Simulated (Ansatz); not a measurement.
SiO$_{2}$:
```yaml
crystal:
  lattice:
    - [4.07162, 0.00000, 0.00000]
    - [0.00000, 5.03012, 0.00000]
    - [0.00000, 0.00000, 4.48325]
  atoms:
    - { symbol: Si, position: [0.50000, 0.34816, 0.75000] }
    - { symbol: Si, position: [0.50000, 0.65184, 0.25000] }
    - { symbol: Si, position: [0.00000, 0.15184, 0.25000] }
    - { symbol: Si, position: [0.00000, 0.84816, 0.75000] }
    - { symbol: O, position: [0.26883, 0.61794, 0.58039] }
    - { symbol: O, position: [0.73117, 0.38206, 0.41961] }
    - { symbol: O, position: [0.23117, 0.88206, 0.08039] }
    - { symbol: O, position: [0.76883, 0.11794, 0.91961] }
    - { symbol: O, position: [0.76883, 0.88206, 0.41961] }
    - { symbol: O, position: [0.23117, 0.11794, 0.58039] }
    - { symbol: O, position: [0.73117, 0.61794, 0.91961] }
    - { symbol: O, position: [0.26883, 0.38206, 0.08039] }
```

Relaxed with r²SCAN. 

Task: HSE06 on this cell (Ansatz, an electronic-structure program, PAW) gives a gap of 7.86 eV. What does r²SCAN give?

Result: 6.75 eV.

Cost on shared cores: the r²SCAN run (SCF on a 7×6×6 mesh, then bands and DOS) very roughly 5 core-minutes, the HSE06 run (SCF on 4×3×4, then a few points) about 7 core-minutes (a rough figure); the tasks are unlike.

Space group Pbcn. The workflow started from a Materials Project entry (that database holds measured and hypothetical structures alike); the Crystallography Open Database copy checked does not list it. It is not the phase usual at ambient conditions (space group No. 92, 152, 154). The cell was relaxed with r²SCAN under the symmetry of its start; of distortions, only those at the zone centre were tested.

Potentials: the later of the program's two PAW sets.

Ansatz is a plane-wave DFT program.
